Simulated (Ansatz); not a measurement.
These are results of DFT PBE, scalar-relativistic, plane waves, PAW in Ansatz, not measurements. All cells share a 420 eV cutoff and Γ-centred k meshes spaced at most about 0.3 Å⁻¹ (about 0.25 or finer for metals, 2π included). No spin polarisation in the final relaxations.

All energies are static (0 K, no zero-point motion).

Two relaxed structures of Te2I3:

A.

```xyz
5
Lattice="5.9916 0.0000 0.0000 0.0000 5.9916 0.0000 0.0000 0.0000 5.9916" Properties=species:S:1:pos:R:3 pbc="T T T"
Te    2.9958    2.9958    2.9958
Te    0.0000    0.0000    0.0000
I     2.9958    0.0000    0.0000
I     0.0000    2.9958    0.0000
I     0.0000    0.0000    2.9958
```

B.

```xyz
5
Lattice="5.0826 0.0000 0.0000 0.0000 5.0826 0.0000 0.0000 0.0000 8.4853" Properties=species:S:1:pos:R:3 pbc="T T T"
Te    2.5413    0.0000    8.0249
Te    0.0000    2.5413    8.0249
I     2.5413    0.0000    5.3464
I     0.0000    2.5413    5.3464
I     2.5413    2.5413    2.2409
```

**Question.** Which is lower in energy, and by how much?

**Answer.** B is lower, by 273 meV/atom. A has space group Pm-3m (No. 221), 43.0 Å³/atom and no gap on its mesh; B has space group P4mm (No. 99), 43.8 Å³/atom and no gap. Counting I atoms around Te (those within 1.25 times the shortest such distance or 1.15 times the sum of covalent radii; the shortest distance is added where it is long for a bond; a slash parts the counts of unlike sites), A has Te 6/12 from 4.2 Å and B has Te 1. Even the lower one lies +0.14 eV/atom against the reference forms of the elements (uncorrected), so neither is stable at this level. In A, Te on its first site is surrounded by 12 I at 4.24 Å (long contacts); Te on its second site has 6 I at 3.00 Å; I has 2 Te at 3.00 Å, 4 Te at 4.24 Å and 8 I at 4.24 Å. In B, around Te lie 1 I at 2.68 Å, 4 Te at 3.59 Å and 2 I at 3.71 Å; I on a site of symmetry 2mm is surrounded by 1 Te at 2.68 Å, 4 I at 3.59 Å and 2 I at 4.01 Å; around I on a site of symmetry 4mm lie 4 Te at 3.71 Å and 4 I at 4.01 Å. Both come from invented guesses. A third cell relaxed alike, in R-3m, lies 85 meV/atom below the lower of the two.

No dispersion correction is applied, so the spacing and binding between layers, chains or molecules are poorly described (P4mm), and this can change margins and order among such cells. These runs have no spin–orbit coupling, which can matter for I and Te. In Pm-3m, P4mm an odd number of electrons in the primitive cell allows no gap without spin; a larger cell or a magnetic state could open one. A magnetic state wasn't ruled out in cells without spin, among them Pm-3m, P4mm. Cells relaxed within their symmetry can be saddle points.
